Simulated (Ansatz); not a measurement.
Computed properties of SiC

SiC:
```
CELL_PARAMETERS angstrom
      2.61947     0.00000     0.00000
      0.00000     2.61947     0.00000
      0.00000     0.00000     2.61947
ATOMIC_POSITIONS crystal
  Si 0.00000 0.00000 0.00000
  C  0.50000 0.50000 0.50000
```

Space group Pm-3m (No. 221), CsCl type; conventional cell a = 2.619 Å, b = 2.619 Å, c = 2.619 Å, α = 90.00°, β = 90.00°, γ = 90.00°.

Method: plane-wave PAW PBEsol (Ansatz code). The cell and atoms are relaxed at this level. Other levels are named where they apply.

### Cell and energy

```yaml
volume_per_atom: 8.99 Å³
density: 3.70 g/cm³
Formation energy from the elements (no fitted shifts): 1.74 eV/atom
```

### Electronic structure

```yaml
electronic_character: metallic (no gap)
Density of states at the Fermi level: 0.41 states/eV per atom (mean over ±0.08 eV)
```

### Mechanics

```yaml
Bulk modulus (Birch–Murnaghan fit): 184 GPa
Pressure derivative B′: 4.8
Elastic constants (relaxed ions, GPa): C11 = 269, C12 = 142, C44 = -75.3
mechanical_stability: unstable (C has a negative eigenvalue)
```

### Phonons

```yaml
zone_centre_stability: unstable, softest mode 323i cm⁻¹
```

The cell is a constructed one: a structure type filled with these elements; neither database checked (COD, Materials Project) lists it. It is not the phase usual at ambient conditions (space group No. 186, 216). Symmetry was held in the PBEsol relaxation. As this level gives no gap, shear constants depend on the k-mesh and smearing (Fermi–Dirac, 0.1 eV here). As this level gives no gap, phonon frequencies hold no LO–TO term and depend on the k-mesh and smearing (Fermi–Dirac, 0.1 eV here). The references are the lowest solids computed at this level, not always the standard phases.

Potentials: the earlier of the program's two PAW sets. The files were generated under PBE; for other functionals the program regenerates the frozen cores, and for LDA and PBEsol the local potential too.
